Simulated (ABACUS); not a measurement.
# Checks by hand on ZnS (P6_3mc, 8 atoms in the cell; from Materials Project mp-10281)

```yaml
crystal:
  lattice:
    - [3.80895, 0.00000, 0.00000]
    - [-1.90447, 3.29865, 0.00000]
    - [0.00000, 0.00000, 12.45260]
  atoms:
    - { symbol: Zn, position: [0.66667, 0.33333, 0.74993] }
    - { symbol: Zn, position: [0.33333, 0.66667, 0.24993] }
    - { symbol: Zn, position: [0.00000, 0.00000, 0.50000] }
    - { symbol: Zn, position: [0.00000, 0.00000, 0.00000] }
    - { symbol: S, position: [0.66667, 0.33333, 0.93773] }
    - { symbol: S, position: [0.33333, 0.66667, 0.43773] }
    - { symbol: S, position: [0.00000, 0.00000, 0.68734] }
    - { symbol: S, position: [0.00000, 0.00000, 0.18734] }
```

Level of theory: PBE, numerical atomic orbitals DZP (confined pseudo-atomic orbitals with Gaussian additions; energy shift 0.003 Ry), PseudoDojo 0.5 standard norm-conserving PBE (tails mended) pseudopotentials (ABACUS).

Main settings: basis = DZP numerical atomic orbitals, energy shift 0.003 Ry; KPT = Gamma 12 12 2 0 0 0; basis_type = lcao; dft_functional = PBE; ecutwfc = 100 Ry; smearing_method = fixed; potentials = PseudoDojo 0.5 standard norm-conserving PBE (tails mended); symmetry = 1.

The atom-centred basis is finite, which shifts total energies, pressures and gaps against plane waves. The structure comes from a collection of computed structures, made at another level of theory; the collection holds predicted forms beside known ones.

The cell was also run at V = 154.894 Å³ (F = -23955.85866 eV, P = 4.20 GPa) and V = 158.024 Å³ (F = -23955.92282 eV, P = 2.54 GPa), scaled uniformly; the base has V = 156.459 Å³, P = 3.34 GPa and F₀ = -23955.89552 eV.

**Question.** Check the pressure against the energies, and estimate the bulk modulus.

**Answer.** P = −dF/dV ≈ −(-0.06416 eV)/(3.130 Å³) = 0.02050 eV/Å³; times 160.218 GPa per eV/Å³ this is 3.28 GPa, against 3.34 GPa from the stress tensor. B = −V dP/dV ≈ −156.459 × (-1.66 GPa)/(3.130 Å³) = 83 GPa at this volume. The curvature of the energies, B = V (F₊ + F₋ − 2F₀)/(ΔV/2)², gives 98 GPa; stress and energies part, more than the finite steps explain, so noise of grid, basis or mesh weighs on these numbers and neither is reliable. Shape and fractional positions were held, which usually makes B too large where they are free.

A band-structure run on this density gave a gap of 2.30 eV along the path. From the bottom of the conduction band at Γ toward M, the level moves away from the edge by 0.1755 eV at Δk = 0.0952 Å⁻¹ and by 0.5706 eV at Δk = 0.1905 Å⁻¹. From the top of the valence band at Γ toward M, the level moves away from the edge by 0.0216 eV at Δk = 0.0952 Å⁻¹ and by 0.0855 eV at Δk = 0.1905 Å⁻¹.

**Question.** Estimate the effective masses, and the wavelength of a photon at the gap.

**Answer.** For a parabola ΔE = ħ²Δk²/(2m*), with ħ²/(2mₑ) = 3.810 eV Å², so m*/mₑ = 3.810 Δk²/ΔE. At the bottom of the conduction band: 3.810 × 0.0952²/0.1755 = 0.20 from the nearer point and 0.24 from the farther. At the top of the valence band: 3.810 × 0.0952²/0.0216 = 1.60 from the nearer point and 1.62 from the farther. Where the two differ the band is not parabolic over this range, and the mass at the edge lies beyond the nearer value. These are masses along one direction, for the outermost band, at this level of theory and without spin-orbit coupling. The gap corresponds to λ = 1239.8 nm eV/2.30 eV = 539 nm; semi-local functionals usually give gaps below the measured ones.

The atomic orbitals were generated for these runs; they are not ABACUS's published sets and were checked against plane waves on a few crystals only.

“Tails mended”: in these copies of the files the far tail of each local potential was reset to the Coulomb form.
